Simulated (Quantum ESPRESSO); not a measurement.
# Al3ZnN3O: one run as intended and one with a planted mistake

Simulated, not a measurement. The program is pw.x of Quantum ESPRESSO 7.5 (plane-wave density functional theory). The cell is made up: 8 atoms on a wurtzite lattice, with randomly drawn elements, strain and displacements, not relaxed. PseudoDojo standard norm-conserving files (v0.5 for PBE, v0.4.1 for LDA and PBEsol) set the functional; there is no spin polarisation, spin-orbit coupling or dispersion term, and the masses in the input are unused placeholders.

Intended input:

```
&control calculation='scf', pseudo_dir='./dojo.nc.sr.pbe.v0_5.standard.upf', outdir='./o', disk_io='medium', tprnfor=.true., tstress=.true. /
&system ibrav=0, nat=8, ntyp=4, nbnd=31, ecutwfc=84.00895049, nosym=.true., tot_charge=0,
 occupations='smearing', smearing='fd', degauss=0.0018374661
/
&electrons conv_thr=7.350e-09, electron_maxstep=60, /
ATOMIC_SPECIES
Al 1.0 Al.upf
N 1.0 N.upf
O 1.0 O.upf
Zn 1.0 Zn.upf
CELL_PARAMETERS angstrom
3.0553 0.0107 0.0343
0.0186 5.3353 0.009
0.0559 0.0085 5.1137
ATOMIC_POSITIONS angstrom
Al -0.1047 0.0321 0.1201
Zn 1.4766 2.6165 0.0191
Al 1.5842 0.9665 2.5244
Al 0.095 3.3401 2.55
N 0.0479 -0.0825 1.8907
N 1.4896 2.7063 2.087
N 1.7496 0.8306 4.4087
O 0.1117 3.4323 4.578
K_POINTS automatic
6 4 4 1 1 1
```

The log is shortened where brackets say so; the opening notice, blank lines, dates and the lines on written files are dropped, and the path of the files is cut. It prints rydbergs, bohrs and kilobars, and counts compression as positive stress. Where no state is partly filled, the Fermi energy that it prints is only some level between the filled and the empty states on the mesh, and need not lie in the true gap.

Log of the intended run:

```
     Program PWSCF v.7.5
     Parallel version (MPI & OpenMP), running on       1 processor cores
     Number of MPI processes:                 1
     Threads/MPI process:                     1
     [start-up lines left out]
     bravais-lattice index     =            0
     lattice parameter (alat)  =       5.7741  a.u.
     unit-cell volume          =     562.4511 (a.u.)^3
     number of atoms/cell      =            8
     number of atomic types    =            4
     number of electrons       =        50.00
     number of Kohn-Sham states=           31
     kinetic-energy cutoff     =      84.0090  Ry
     charge density cutoff     =     336.0358  Ry
     scf convergence threshold =      7.3E-09
     mixing beta               =       0.7000
     number of iterations used =            8  plain     mixing
     Exchange-correlation= PBE
                           (   1   4   3   4   0   0   0)
     [axes and pseudopotential details left out]
   Cartesian axes
     site n.     atom                  positions (alat units)
         1        Al     tau(   1) = (  -0.0342660   0.0105056   0.0393060  )
         2        Zn     tau(   2) = (   0.4832579   0.8563215   0.0062510  )
         3        Al     tau(   3) = (   0.5184730   0.3163137   0.8261792  )
         4        Al     tau(   4) = (   0.0310914   1.0931395   0.8345576  )
         5        N      tau(   5) = (   0.0156766  -0.0270004   0.6187835  )
         6        N      tau(   6) = (   0.4875125   0.8857110   0.6830281  )
         7        N      tau(   7) = (   0.5726047   0.2718367   1.4428682  )
         8        O      tau(   8) = (   0.0365569   1.1233145   1.4982763  )
     number of k points=    48  Fermi-Dirac smearing, width (Ry)=  0.0018
                       cart. coord. in units 2pi/alat
        k(    1) = (   0.0822628   0.0711761   0.0736718), wk =   0.0416667
        k(    2) = (   0.0805864   0.0709299   0.2230692), wk =   0.0416667
     [further k points left out]
     Dense  grid:    58513 G-vectors     FFT dimensions: (  36,  60,  60)
     Estimated max dynamical RAM per process >      74.16 MB
     Initial potential from superposition of free atoms
     starting charge      49.9925, renormalised to      50.0000
     Starting wfcs are   38 randomized atomic wfcs
     total cpu time spent up to now is        7.8 secs
     per-process dynamical memory:    50.5 Mb
     Self-consistent Calculation
     iteration #  1     ecut=    84.01 Ry     beta= 0.70
     Davidson diagonalization with overlap
     ethr =  1.00E-02,  avg # of iterations =  3.1
     total cpu time spent up to now is       25.1 secs
     total energy              =    -526.65842781 Ry
     estimated scf accuracy    <       2.55224530 Ry
     iteration #  2     ecut=    84.01 Ry     beta= 0.70
     Davidson diagonalization with overlap
     ethr =  5.10E-03,  avg # of iterations =  2.6
     total cpu time spent up to now is       38.6 secs
     total energy              =    -527.41720860 Ry
     estimated scf accuracy    <       2.01418479 Ry
     [iterations 3 to 10 left out]
     iteration # 11     ecut=    84.01 Ry     beta= 0.70
     Davidson diagonalization with overlap
     ethr =  1.78E-10,  avg # of iterations =  2.1
     total cpu time spent up to now is      157.5 secs
     total energy              =    -527.77553814 Ry
     estimated scf accuracy    <       0.00000004 Ry
     iteration # 12     ecut=    84.01 Ry     beta= 0.70
     Davidson diagonalization with overlap
     ethr =  7.46E-11,  avg # of iterations =  2.0
     total cpu time spent up to now is      167.5 secs
     End of self-consistent calculation
     [lines on levels left out]
     the Fermi energy is     9.8891 ev
!    total energy              =    -527.77553814 Ry
     estimated scf accuracy    <          7.0E-09 Ry
     smearing contrib. (-TS)   =       0.00000000 Ry
     internal energy E=F+TS    =    -527.77553814 Ry
     The total energy is F=E-TS. E is the sum of the following terms:
     one-electron contribution =    -443.53420917 Ry
     hartree contribution      =     246.52982094 Ry
     xc contribution           =     -79.11482276 Ry
     ewald contribution        =    -251.65632716 Ry
     convergence has been achieved in  12 iterations
     Forces acting on atoms (cartesian axes, Ry/au):
     atom    1 type  1   force =     0.13839164   -0.06607111   -0.06909544
     atom    2 type  4   force =     0.09207108   -0.08737362    0.07133543
     atom    3 type  1   force =    -0.00401969   -0.13194865    0.03956337
     atom    4 type  1   force =    -0.22972106    0.21829212    0.10067134
     atom    5 type  2   force =     0.00435062    0.01546309    0.06087737
     atom    6 type  2   force =     0.23467323   -0.10425819   -0.07072651
     atom    7 type  2   force =    -0.13325345   -0.01109943   -0.02112062
     atom    8 type  3   force =    -0.10249238    0.16699578   -0.11150493
     Total force =     0.568419     Total SCF correction =     0.000114
     Computing stress (Cartesian axis) and pressure
          total   stress  (Ry/bohr**3)                   (kbar)     P=      201.44
   0.00261413  -0.00113455   0.00002998          384.55     -166.90        4.41
  -0.00113455   0.00097128  -0.00009858         -166.90      142.88      -14.50
   0.00002998  -0.00009858   0.00052265            4.41      -14.50       76.88
     init_run     :      6.50s CPU      7.73s WALL (       1 calls)
     electrons    :    142.51s CPU    159.74s WALL (       1 calls)
     forces       :      2.37s CPU      2.40s WALL (       1 calls)
     stress       :      9.39s CPU      9.45s WALL (       1 calls)
     [timing details left out]
     PWSCF        :   2m40.93s CPU   3m 0.27s WALL
     JOB DONE.
```

A second run has one planted mistake: the k-point mesh is too coarse. The input lines that differ, file-writing options aside:

```
- 6 4 4 1 1 1
+ 1 1 1 1 1 1
```

Its log:

```
     Program PWSCF v.7.5
     Parallel version (MPI & OpenMP), running on       1 processor cores
     Number of MPI processes:                 1
     Threads/MPI process:                     1
     [start-up lines left out]
     bravais-lattice index     =            0
     lattice parameter (alat)  =       5.7741  a.u.
     unit-cell volume          =     562.4511 (a.u.)^3
     number of atoms/cell      =            8
     number of atomic types    =            4
     number of electrons       =        50.00
     number of Kohn-Sham states=           31
     kinetic-energy cutoff     =      84.0090  Ry
     charge density cutoff     =     336.0358  Ry
     scf convergence threshold =      7.3E-09
     mixing beta               =       0.7000
     number of iterations used =            8  plain     mixing
     Exchange-correlation= PBE
                           (   1   4   3   4   0   0   0)
     [axes and pseudopotential details left out]
   Cartesian axes
     site n.     atom                  positions (alat units)
         1        Al     tau(   1) = (  -0.0342660   0.0105056   0.0393060  )
         2        Zn     tau(   2) = (   0.4832579   0.8563215   0.0062510  )
         3        Al     tau(   3) = (   0.5184730   0.3163137   0.8261792  )
         4        Al     tau(   4) = (   0.0310914   1.0931395   0.8345576  )
         5        N      tau(   5) = (   0.0156766  -0.0270004   0.6187835  )
         6        N      tau(   6) = (   0.4875125   0.8857110   0.6830281  )
         7        N      tau(   7) = (   0.5726047   0.2718367   1.4428682  )
         8        O      tau(   8) = (   0.0365569   1.1233145   1.4982763  )
     number of k points=     1  Fermi-Dirac smearing, width (Ry)=  0.0018
                       cart. coord. in units 2pi/alat
        k(    1) = (  -0.4957517  -0.2841263  -0.2928658), wk =   2.0000000
     Dense  grid:    58513 G-vectors     FFT dimensions: (  36,  60,  60)
     Estimated max dynamical RAM per process >      74.16 MB
     Initial potential from superposition of free atoms
     starting charge      49.9925, renormalised to      50.0000
     Starting wfcs are   38 randomized atomic wfcs
     total cpu time spent up to now is        1.6 secs
     per-process dynamical memory:    49.2 Mb
     Self-consistent Calculation
     iteration #  1     ecut=    84.01 Ry     beta= 0.70
     Davidson diagonalization with overlap
     ethr =  1.00E-02,  avg # of iterations =  3.0
     total cpu time spent up to now is        2.2 secs
     total energy              =    -526.83221672 Ry
     estimated scf accuracy    <       2.57286616 Ry
     iteration #  2     ecut=    84.01 Ry     beta= 0.70
     Davidson diagonalization with overlap
     ethr =  5.15E-03,  avg # of iterations =  3.0
     total cpu time spent up to now is        2.7 secs
     total energy              =    -527.58320950 Ry
     estimated scf accuracy    <       1.85140141 Ry
     [iterations 3 to 10 left out]
     iteration # 11     ecut=    84.01 Ry     beta= 0.70
     Davidson diagonalization with overlap
     ethr =  3.47E-11,  avg # of iterations =  5.0
     total cpu time spent up to now is        5.7 secs
     total energy              =    -527.92448689 Ry
     estimated scf accuracy    <       0.00000003 Ry
     iteration # 12     ecut=    84.01 Ry     beta= 0.70
     Davidson diagonalization with overlap
     ethr =  3.47E-11,  avg # of iterations =  2.0
     total cpu time spent up to now is        5.9 secs
     End of self-consistent calculation
     [lines on levels left out]
     the Fermi energy is     9.6769 ev
!    total energy              =    -527.92448689 Ry
     estimated scf accuracy    <          4.9E-09 Ry
     smearing contrib. (-TS)   =       0.00000000 Ry
     internal energy E=F+TS    =    -527.92448689 Ry
     The total energy is F=E-TS. E is the sum of the following terms:
     one-electron contribution =    -443.74741251 Ry
     hartree contribution      =     246.63908898 Ry
     xc contribution           =     -79.15983619 Ry
     ewald contribution        =    -251.65632716 Ry
     convergence has been achieved in  12 iterations
     Forces acting on atoms (cartesian axes, Ry/au):
     atom    1 type  1   force =     0.12188837   -0.07996645   -0.04073485
     atom    2 type  4   force =     0.09155393   -0.04297883    0.06712402
     atom    3 type  1   force =     0.00227306   -0.09903672    0.05378749
     atom    4 type  1   force =    -0.21273355    0.26730178    0.11044502
     atom    5 type  2   force =     0.00018228   -0.04958908    0.02622538
     atom    6 type  2   force =     0.19753968   -0.18656997   -0.07955332
     atom    7 type  2   force =    -0.10044597    0.05490320   -0.05892793
     atom    8 type  3   force =    -0.10025780    0.13593606   -0.07836581
     Total force =     0.560187     Total SCF correction =     0.000084
     Computing stress (Cartesian axis) and pressure
          total   stress  (Ry/bohr**3)                   (kbar)     P=      179.69
   0.00265963  -0.00094523   0.00003162          391.24     -139.05        4.65
  -0.00094523   0.00103146   0.00015526         -139.05      151.73       22.84
   0.00003162   0.00015526  -0.00002663            4.65       22.84       -3.92
     init_run     :      1.48s CPU      1.54s WALL (       1 calls)
     electrons    :      3.95s CPU      4.33s WALL (       1 calls)
     forces       :      0.11s CPU      0.12s WALL (       1 calls)
     stress       :      0.32s CPU      0.34s WALL (       1 calls)
     [timing details left out]
     PWSCF        :      5.95s CPU      6.43s WALL
     JOB DONE.
```

|  | intended run | run with the mistake |
| --- | --- | --- |
| free energy (eV) | -7180.752 | -7182.779 |
| smearing term -TS (eV) | 0.0000 | 0.0000 |
| pressure (GPa) | 20.14 | 17.97 |
| largest force component (eV/Å) | 6.034 | 6.873 |
| largest change of a force component (eV/Å) |  | 2.116 |
| iterations | 12 | 12 |

For scale, a rerun of the intended cell at 1437 eV and a 8 x 6 x 6 mesh moved values by no more than 0.002 eV in energy, 0.02 GPa in stress and 0.002 eV/Å in force.